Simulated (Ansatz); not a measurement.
Ansatz input file:

```yaml
crystal:
  lattice:
    - [5.2046603421, 0.0, 0.0]
    - [-2.602330171, 4.5073680743, 0.0]
    - [0.0, 0.0, 9.6279920258]
  atoms:
    - { symbol: Ti, position: [0.6685373625, 1.0063062582, 0.1189506796] }
    - { symbol: Ti, position: [-0.0063062582, 0.6622311043, 0.1189506796] }
    - { symbol: Ti, position: [0.3377688957, 0.3314626375, 0.1189506796] }
    - { symbol: Ti, position: [1.0063062582, 0.6685373625, 0.6189506796] }
    - { symbol: Ti, position: [0.6622311043, -0.0063062582, 0.6189506796] }
    - { symbol: Ti, position: [0.3314626375, 0.3377688957, 0.6189506796] }
    - { symbol: Ti, position: [0.3314626375, -0.0063062582, 0.8810493204] }
    - { symbol: Ti, position: [1.0063062582, 0.3377688957, 0.8810493204] }
    - { symbol: Ti, position: [0.6622311043, 0.6685373625, 0.8810493204] }
    - { symbol: Ti, position: [-0.0063062582, 0.3314626375, 0.3810493204] }
    - { symbol: Ti, position: [0.3377688957, 1.0063062582, 0.3810493204] }
    - { symbol: Ti, position: [0.6685373625, 0.6622311043, 0.3810493204] }
    - { symbol: O, position: [0.3333333333, 0.6666666667, 0.75] }
    - { symbol: O, position: [0.6666666667, 0.3333333333, 0.25] }
basis:
  ecutwfc: 500
kpoints:
  mp_grid: { grid: [12, 12, 4] }
hamiltonian:
  xc: r2scan
scf:
  occupations: { method: gaussian, width: 0.1 }
output:
  forces: true
  stress: true
  eigenvalues: true
relax:
  adjacent_minimum: "off"
  f_tol: 0.01
  max_steps: 30
  cell: { stress_tol: 0.1, fix: [volume] }
```

Launched with
```bash
ansatz run input.yaml --threads 4 --pin off --max-ram 10240MiB --backend cpu --events-out ev --progress --plain --runs-dir out
```

Level of theory: DFT r2SCAN, scalar-relativistic, plane waves, PAW in Ansatz.

Part of what the program printed, abridged:

```
Pseudopotentials: kind: paw
Pseudopotential: Ti, paw, valence charge 12, recommended cutoff 500 eV (meta_gga)
Pseudopotential: O, paw, valence charge 6, recommended cutoff 500 eV (meta_gga)
Functional definition: r2SCAN
Crystal: 14 atoms, lattice volume = 225.866 Å³
Basis set: ecut = 500 eV, 5735 PW (Γ), exchange–correlation on 160×160×288 points (64 copies of the dense FFT grid, shifted against one another)
Bands: 94, of which v1, the nominal top of the filled ones, is band 78 counted from 1 (77 counted from 0)
Symmetry: 12 space group operations
Space group: P-31c (ITA 163), of the structure as read, at distance tolerance 6.1e-5 Å
k-points: 69 of 576
Initial density: superposition of atomic densities (neutral atoms: chi_scale 0, normalization atom), corrected by the library's trained network
Initial wavefunctions: pseudopotential atomic-orbital guess
Functional: x = r2scan, c = r2scan; τ floored in thin density (d = 2e-4 eV/Å³)
SCF iter   1: F=—  HF=-31196.428883 eV  |F-HF|=—  |Δ(HF+E_count)|=         —  Δρ=1.74e-2  dr2=6.39e-1  dr2_τ=2.53e-1  ethr=1.77e-3  ⟨swp⟩=7.2  Hψ=26814  notcnv=0
SCF iter   2: F=—  HF=-31196.716437 eV  |F-HF|=—  |Δ(HF+E_count)|=   2.88e-1  Δρ=6.02e-3  dr2=7.11e-2  dr2_τ=7.54e-3  ethr=4.10e-4  ⟨swp⟩=2.4  Hψ=12937  notcnv=0  defer=319
SCF iter   3: F=—  HF=-31196.717526 eV  |F-HF|=—  |Δ(HF+E_count)|=   1.09e-3  Δρ=2.52e-3  dr2=8.83e-3  dr2_τ=1.04e-3  ethr=4.56e-5  ⟨swp⟩=2.0  Hψ=8123  notcnv=0  defer=319
SCF iter   4: F=—  HF=-31196.723408 eV  |F-HF|=—  |Δ(HF+E_count)|=   5.88e-3  Δρ=8.91e-4  dr2=1.40e-3  dr2_τ=1.46e-4  ethr=5.66e-6  ⟨swp⟩=3.0  Hψ=11691  notcnv=0  defer=319
SCF iter   5: F=—  HF=-31196.723365 eV  |F-HF|=—  |Δ(HF+E_count)|=   4.26e-5  Δρ=2.60e-4  dr2=1.54e-4  dr2_τ=7.76e-6  ethr=8.98e-7  ⟨swp⟩=2.0  Hψ=7242  notcnv=0  defer=319
SCF iter   6: F=—  HF=-31196.723429 eV  |F-HF|=—  |Δ(HF+E_count)|=   6.43e-5  Δρ=8.03e-5  dr2=1.86e-5  dr2_τ=6.39e-7  ethr=9.87e-8  ⟨swp⟩=2.0  Hψ=8239  notcnv=0  defer=319
SCF iter   7: F=—  HF=-31196.723588 eV  |F-HF|=—  |Δ(HF+E_count)|=   1.59e-4  Δρ=1.58e-5  dr2=8.08e-7  dr2_τ=2.49e-8  ethr=1.19e-8  ⟨swp⟩=2.0  Hψ=8478  notcnv=0  defer=319
SCF iter   8: F=-31196.723589 eV  HF=-31196.723589 eV  |F-HF|=7.43e-9  |Δ(HF+E_count)|=   1.67e-7  Δρ=4.08e-6  dr2=3.66e-8  dr2_τ=1.96e-9  ethr=6.41e-11  ⟨swp⟩=11.4  Hψ=24956  notcnv=0
SCF 1 converged in 8 iterations: F = -31196.723589 eV  dr2 = 3.66e-8
relax step   1: F+E_penalty+E_count = -31196.72358861 eV  Δ(F+E_penalty+E_count) = +0.000e0 eV  max|allowed force component| = 1.039e-1 eV/Å  Δτ_max = 0.0000 Å  P = -7.519 GPa  Ω = 225.866 Å³  fix = [volume]  reactions: volume -7.519 GPa (8 SCF iters, dr2 threshold 1.00e-7 eV, accepted)
Basis set: ecut = 500 eV, 5723 PW (Γ), exchange–correlation on 160×160×288 points (64 copies of the dense FFT grid, shifted against one another)
Initial density: handed on by an earlier stage of this run
Initial wavefunctions: those handed on with the density
SCF iter   1: F=—  HF=-31196.653164 eV  |F-HF|=—  |Δ(HF+E_count)|=         —  Δρ=2.04e-3  dr2=1.56e-2  dr2_τ=1.23e-1  ethr=1.05e-5  ⟨swp⟩=2.0  Hψ=26634  notcnv=0
SCF iter   2: F=—  HF=-31196.722889 eV  |F-HF|=—  |Δ(HF+E_count)|=   6.97e-2  Δρ=8.78e-4  dr2=4.56e-3  dr2_τ=8.04e-5  ethr=1.00e-5  ⟨swp⟩=2.0  Hψ=11882  notcnv=0
SCF iter   3: F=—  HF=-31196.722210 eV  |F-HF|=—  |Δ(HF+E_count)|=   6.79e-4  Δρ=3.87e-4  dr2=9.46e-4  dr2_τ=1.90e-5  ethr=2.92e-6  ⟨swp⟩=2.0  Hψ=7891  notcnv=0
SCF iter   4: F=—  HF=-31196.722009 eV  |F-HF|=—  |Δ(HF+E_count)|=   2.01e-4  Δρ=1.61e-4  dr2=7.85e-5  dr2_τ=9.52e-6  ethr=6.06e-7  ⟨swp⟩=2.0  Hψ=8446  notcnv=0
SCF iter   5: F=—  HF=-31196.722198 eV  |F-HF|=—  |Δ(HF+E_count)|=   1.90e-4  Δρ=7.59e-5  dr2=1.19e-5  dr2_τ=7.61e-7  ethr=5.03e-8  ⟨swp⟩=2.0  Hψ=8509  notcnv=0
SCF iter   6: F=—  HF=-31196.722200 eV  |F-HF|=—  |Δ(HF+E_count)|=   1.77e-6  Δρ=1.56e-5  dr2=6.96e-7  dr2_τ=5.01e-8  ethr=7.60e-9  ⟨swp⟩=2.0  Hψ=8384  notcnv=0
SCF iter   7: F=-31196.722200 eV  HF=-31196.722200 eV  |F-HF|=2.27e-8  |Δ(HF+E_count)|=   2.18e-7  Δρ=3.44e-6  dr2=5.17e-8  dr2_τ=1.54e-9  ethr=4.32e-10  ⟨swp⟩=6.5  Hψ=22750  notcnv=0
SCF 2 converged in 7 iterations: F = -31196.722200 eV  dr2 = 5.17e-8
relax step   2: F+E_penalty+E_count = -31196.72220010 eV  Δ(F+E_penalty+E_count) = +1.389e-3 eV  max|allowed force component| = 9.035e-2 eV/Å  Δτ_max = 0.0131 Å  P = -7.151 GPa  Ω = 225.866 Å³  energy of the carried Pulay correction = +9.368e-17 eV  fix = [volume]  (7 SCF iters, dr2 threshold 6.74e-7 eV, rejected (line search))
SCF iter   1: F=—  HF=-31196.704672 eV  |F-HF|=—  |Δ(HF+E_count)|=         —  Δρ=1.22e-3  dr2=6.95e-3  dr2_τ=3.94e-2  ethr=4.61e-6  ⟨swp⟩=2.1  Hψ=25998  notcnv=0
SCF iter   2: F=—  HF=-31196.727537 eV  |F-HF|=—  |Δ(HF+E_count)|=   2.29e-2  Δρ=5.46e-4  dr2=2.10e-3  dr2_τ=3.10e-5  ethr=4.45e-6  ⟨swp⟩=2.0  Hψ=10892  notcnv=0
SCF iter   3: F=—  HF=-31196.727191 eV  |F-HF|=—  |Δ(HF+E_count)|=   3.46e-4  Δρ=2.33e-4  dr2=3.74e-4  dr2_τ=6.74e-6  ethr=1.34e-6  ⟨swp⟩=2.0  Hψ=8003  notcnv=0
SCF iter   4: F=—  HF=-31196.727113 eV  |F-HF|=—  |Δ(HF+E_count)|=   7.78e-5  Δρ=8.56e-5  dr2=2.22e-5  dr2_τ=1.69e-6  ethr=2.40e-7  ⟨swp⟩=2.0  Hψ=8348  notcnv=0
SCF iter   5: F=—  HF=-31196.727107 eV  |F-HF|=—  |Δ(HF+E_count)|=   6.12e-6  Δρ=4.23e-5  dr2=3.72e-6  dr2_τ=2.95e-7  ethr=1.43e-8  ⟨swp⟩=2.0  Hψ=8579  notcnv=0
SCF iter   6: F=—  HF=-31196.727244 eV  |F-HF|=—  |Δ(HF+E_count)|=   1.37e-4  Δρ=1.10e-5  dr2=2.99e-7  dr2_τ=2.33e-8  ethr=2.39e-9  ⟨swp⟩=2.0  Hψ=8603  notcnv=0
SCF iter   7: F=—  HF=-31196.727244 eV  |F-HF|=—  |Δ(HF+E_count)|=   9.56e-8  Δρ=2.22e-6  dr2=1.94e-8  dr2_τ=6.40e-10  ethr=1.92e-10  ⟨swp⟩=2.1  Hψ=8731  notcnv=0
SCF iter   8: F=—  HF=-31196.727244 eV  |F-HF|=—  |Δ(HF+E_count)|=   1.11e-9  Δρ=7.27e-7  dr2=1.52e-9  dr2_τ=9.15e-11  ethr=1.24e-11  ⟨swp⟩=2.0  Hψ=8469  notcnv=0
SCF iter   9: F=-31196.727244 eV  HF=-31196.727244 eV  |F-HF|=5.46e-11  |Δ(HF+E_count)|=  1.75e-10  Δρ=2.49e-7  dr2=1.54e-10  dr2_τ=1.26e-11  ethr=1.00e-12  ⟨swp⟩=4.8  Hψ=20825  notcnv=0
SCF 3 converged in 9 iterations: F = -31196.727244 eV  dr2 = 1.54e-10
relax step   3: F+E_penalty+E_count = -31196.72724436 eV  Δ(F+E_penalty+E_count) = -3.656e-3 eV  max|allowed force component| = 1.605e-2 eV/Å  Δτ_max = 0.0059 Å  P = -7.348 GPa  Ω = 225.866 Å³  energy of the carried Pulay correction = +4.684e-16 eV  fix = [volume]  reactions: volume -7.348 GPa (9 SCF iters, accepted)
SCF iter   1: F=—  HF=-31196.727055 eV  |F-HF|=—  |Δ(HF+E_count)|=         —  Δρ=1.53e-4  dr2=1.39e-4  dr2_τ=4.18e-4  ethr=9.36e-8  ⟨swp⟩=1.6  Hψ=24906  notcnv=0
SCF iter   2: F=—  HF=-31196.727254 eV  |F-HF|=—  |Δ(HF+E_count)|=   1.99e-4  Δρ=7.62e-5  dr2=4.62e-5  dr2_τ=4.97e-7  ethr=8.92e-8  ⟨swp⟩=2.7  Hψ=11835  notcnv=0
SCF iter   3: F=—  HF=-31196.727253 eV  |F-HF|=—  |Δ(HF+E_count)|=   8.21e-7  Δρ=2.95e-5  dr2=5.07e-6  dr2_τ=6.65e-8  ethr=2.96e-8  ⟨swp⟩=2.0  Hψ=8271  notcnv=0
SCF iter   4: F=—  HF=-31196.727359 eV  |F-HF|=—  |Δ(HF+E_count)|=   1.06e-4  Δρ=1.13e-5  dr2=4.69e-7  dr2_τ=4.00e-8  ethr=3.25e-9  ⟨swp⟩=2.0  Hψ=8294  notcnv=0
SCF iter   5: F=—  HF=-31196.727359 eV  |F-HF|=—  |Δ(HF+E_count)|=   4.23e-8  Δρ=5.97e-6  dr2=6.44e-8  dr2_τ=5.22e-9  ethr=3.01e-10  ⟨swp⟩=2.0  Hψ=8570  notcnv=0
SCF iter   6: F=-31196.727359 eV  HF=-31196.727359 eV  |F-HF|=5.05e-9  |Δ(HF+E_count)|=   1.12e-8  Δρ=1.59e-6  dr2=8.22e-9  dr2_τ=4.42e-10  ethr=1.03e-11  ⟨swp⟩=4.0  Hψ=19571  notcnv=0
SCF 4 converged in 6 iterations: F = -31196.727359 eV  dr2 = 8.22e-9
relax step   4: F+E_penalty+E_count = -31196.72735886 eV  Δ(F+E_penalty+E_count) = -1.145e-4 eV  max|allowed force component| = 8.001e-3 eV/Å  Δτ_max = 0.0007 Å  P = -7.339 GPa  Ω = 225.866 Å³  energy of the carried Pulay correction = +8.899e-16 eV  fix = [volume]  reactions: volume -7.339 GPa (6 SCF iters, dr2 threshold 1.61e-8 eV, accepted)
Initial wavefunctions: pseudopotential atomic-orbital guess (no wavefunctions were taken with the density)
SCF iter   1: F=—  HF=-31196.727240 eV  |F-HF|=—  |Δ(HF+E_count)|=         —  Δρ=2.04e-6  dr2=9.48e-9  dr2_τ=6.44e-9  ethr=4.28e-7  ⟨swp⟩=3.4  Hψ=40444  notcnv=0
SCF iter   2: F=—  HF=-31196.727352 eV  |F-HF|=—  |Δ(HF+E_count)|=   1.12e-4  Δρ=1.57e-6  dr2=5.46e-9  dr2_τ=5.91e-10  ethr=6.08e-12  ⟨swp⟩=3.9  Hψ=16421  notcnv=0
SCF iter   3: F=—  HF=-31196.727352 eV  |F-HF|=—  |Δ(HF+E_count)|=  3.67e-10  Δρ=6.99e-7  dr2=1.33e-9  dr2_τ=1.62e-10  ethr=3.50e-12  ⟨swp⟩=2.0  Hψ=8315  notcnv=0
SCF iter   4: F=-31196.727352 eV  HF=-31196.727352 eV  |F-HF|=2.55e-10  |Δ(HF+E_count)|=  7.28e-11  Δρ=3.65e-7  dr2=3.43e-10  dr2_τ=2.45e-11  ethr=1.00e-12  ⟨swp⟩=6.4  Hψ=19741  notcnv=0
SCF 5 converged in 4 iterations: F = -31196.727352 eV  dr2 = 3.43e-10
SCF converged after 4 iterations
Free energy (F): -31196.727352 eV
Harris-Foulkes:  -31196.727352 eV  (|F-HF|=2.55e-10)
Internal energy: -31196.687295 eV  (E = F + TS)
E sigma→0 (E₀):  -31196.707323 eV
Entropy (-TS):   -0.040057 eV (-2.861 meV/atom)
Fermi energy:    12.953998 eV
--- Per-component energies (eV) ---
  E_band       = -2137.385252
  E_kinetic    = 3608.218258
  E_local      = -10735.758056  (includes V_loc(G=0)·N_el)
  E_nonlocal   = 177.971329
  E_hartree    = 4358.767125
  E_xc         = -1258.870692
  E_vxc        = -1799.743081  (∫ρ·V_xc dr)
  E_paw        = -12996.454810  (= ΣΔE_a)
  E_vpaw       = -2227.821712  (= ΣTr[D̂ρ^β])
  E_aug_tail   = 0.003128  (compensation charges beyond the density's cutoff)
  E_vtau       = 122.210875  (kinetic-family band-sum trace: ∫τ·v_τ [+ j·A + Jᵃ·Aᵃ] dr)
  E_ewald      = -14347.458210
  E_core_change = -3.105368  (= ΣΔE_core)
  E_smearing   = -0.040057  (= −TS)
--- Forces (eV/Å), atoms counted from 1 ---
  atom   1  Ti    -0.00099071     0.00143317     0.00801881
  atom   2  Ti    -0.00074580    -0.00157457     0.00801881
  atom   3  Ti     0.00173652     0.00014140     0.00801881
  atom   4  Ti     0.00173652    -0.00014140     0.00801881
  atom   5  Ti    -0.00099071    -0.00143317     0.00801881
  atom   6  Ti    -0.00074580     0.00157457     0.00801881
  atom   7  Ti     0.00099071    -0.00143317    -0.00801881
  atom   8  Ti     0.00074580     0.00157457    -0.00801881
  atom   9  Ti    -0.00173652    -0.00014140    -0.00801881
  atom  10  Ti    -0.00173652     0.00014140    -0.00801881
  atom  11  Ti     0.00099071     0.00143317    -0.00801881
  atom  12  Ti     0.00074580    -0.00157457    -0.00801881
  atom  13  O      0.00000000     0.00000000     0.00000000
  atom  14  O      0.00000000     0.00000000     0.00000000
--- Stress (GPa, compression-positive) ---
       -7.343505       0.000000       0.000000
        0.000000      -7.343505       0.000000
        0.000000       0.000000      -7.329113
  P = ⅓ Tr σ = -7.3387 GPa (-73.387 kbar)
--- Band table (eV; the first three rows and the last of 69) ---
  k-point 0: bands = ["-46.4903", "-46.4543", "-46.4192", "-46.3828", "-46.3737", "-46.3737", "-46.3720", "-46.3720", "-46.3703", "-46.3703", "-46.3687", "-46.3687", "-22.0293", "-21.8778", "-21.8286", "-21.8286", "-21.8051", "-21.8051", "-21.7592", "-21.7554", "-21.7243", "-21.6973", "-21.6973", "-21.6852", "-21.6852", "-21.6729", "-21.6494", "-21.6304", "-21.5950", "-21.5950", "-21.5840", "-21.5741", "-21.5637", "-21.5637", "-21.5413", "-21.4681", "-21.4681", "-21.4496", "-21.4496", "-21.4227", "-21.4227", "-21.4011", "-21.4011", "-21.3792", "-21.3652", "-21.3652", "-21.3432", "-21.3432", "-8.9797", "-8.9637", "5.3650", "5.5858", "5.7169", "5.7169", "5.7309", "5.7309", "7.2050", "9.1133",  ...
  k-point 1: bands = ["-46.4867", "-46.4629", "-46.4105", "-46.3865", "-46.3735", "-46.3735", "-46.3724", "-46.3724", "-46.3700", "-46.3700", "-46.3689", "-46.3689", "-22.0101", "-21.8999", "-21.8172", "-21.8172", "-21.7955", "-21.7955", "-21.7783", "-21.7653", "-21.7267", "-21.7267", "-21.7252", "-21.7105", "-21.7105", "-21.6888", "-21.6345", "-21.6062", "-21.5779", "-21.5637", "-21.5637", "-21.5479", "-21.5417", "-21.5371", "-21.5371", "-21.4804", "-21.4804", "-21.4609", "-21.4609", "-21.4206", "-21.4206", "-21.4057", "-21.4057", "-21.4013", "-21.3608", "-21.3608", "-21.3457", "-21.3457", "-8.9774", "-8.9661", "5.3890", "5.5419", "5.7190", "5.7190", "5.7288", "5.7288", "7.3705", "8.4367",  ...
  k-point 2: bands = ["-46.4766", "-46.4766", "-46.3967", "-46.3967", "-46.3730", "-46.3730", "-46.3730", "-46.3730", "-46.3693", "-46.3693", "-46.3693", "-46.3693", "-21.9586", "-21.9586", "-21.7903", "-21.7903", "-21.7903", "-21.7903", "-21.7805", "-21.7805", "-21.7468", "-21.7468", "-21.7468", "-21.7468", "-21.7121", "-21.7121", "-21.6096", "-21.6096", "-21.5657", "-21.5657", "-21.5161", "-21.5161", "-21.5161", "-21.5161", "-21.4925", "-21.4925", "-21.4925", "-21.4925", "-21.4621", "-21.4621", "-21.4142", "-21.4142", "-21.4142", "-21.4142", "-21.3524", "-21.3524", "-21.3524", "-21.3524", "-8.9717", "-8.9717", "5.4562", "5.4562", "5.7239", "5.7239", "5.7239", "5.7239", "7.8115", "7.8115",  ...
  k-point 68: bands = ["-46.4246", "-46.4246", "-46.4188", "-46.4094", "-46.4094", "-46.4057", "-46.3784", "-46.3784", "-46.3761", "-46.3645", "-46.3645", "-46.3629", "-21.9289", "-21.9289", "-21.8449", "-21.8365", "-21.8365", "-21.8033", "-21.7777", "-21.7777", "-21.7348", "-21.7348", "-21.7327", "-21.7187", "-21.6382", "-21.6382", "-21.6199", "-21.5753", "-21.5753", "-21.5399", "-21.5291", "-21.5098", "-21.5098", "-21.5013", "-21.4852", "-21.4852", "-21.4676", "-21.4647", "-21.4647", "-21.4545", "-21.4545", "-21.4513", "-21.4211", "-21.4098", "-21.4098", "-21.4005", "-21.3854", "-21.3854", "-8.9595", "-8.9595", "5.5700", "5.5700", "5.5790", "5.5860", "5.6790", "5.6790", "9.6697", "9.8086", ...
--- Relaxed structure (4 steps of the walk, 3 accepted, 1 SCFs on fresh bases) ---
  F+E_penalty+E_count = -31196.72735200 eV   max|allowed force component| = 8.019e-3 eV/Å   (the final SCF, on the basis selected at the relaxed cell)
  cell:  # Å, volume = 225.8661 Å³
    - [5.20596262, 0.0, 0.0]
    - [-2.60298131, 4.50849588, 0.0]
    - [0.0, 0.0, 9.62317571]
  atoms:
    - { symbol: Ti, position: [0.66877535, 1.00756963, 0.11890364] }
    - { symbol: Ti, position: [-0.00756963, 0.66120572, 0.11890364] }
    - { symbol: Ti, position: [0.33879427, 0.33122464, 0.11890364] }
    - { symbol: Ti, position: [1.00756963, 0.66877535, 0.61890364] }
    - { symbol: Ti, position: [0.66120572, -0.00756963, 0.61890364] }
    - { symbol: Ti, position: [0.33122464, 0.33879427, 0.61890364] }
    - { symbol: Ti, position: [0.33122464, -0.00756963, 0.88109635] }
    - { symbol: Ti, position: [1.00756963, 0.33879427, 0.88109635] }
    - { symbol: Ti, position: [0.66120572, 0.66877535, 0.88109635] }
    - { symbol: Ti, position: [-0.00756963, 0.33122464, 0.38109635] }
    - { symbol: Ti, position: [0.33879427, 1.00756963, 0.38109635] }
    - { symbol: Ti, position: [0.66877535, 0.66120572, 0.38109635] }
    - { symbol: O, position: [0.33333333, 0.66666666, 0.75] }
    - { symbol: O, position: [0.66666666, 0.33333333, 0.25] }
```

The relaxation met its thresholds.

It took 3.5 min on 4 threads of Intel(R) Xeon(R) Platinum 8488C (Sapphire Rapids), on a shared host, peak memory 2.2 GiB.

Spin polarisation was left out, and a magnetic state may lie lower.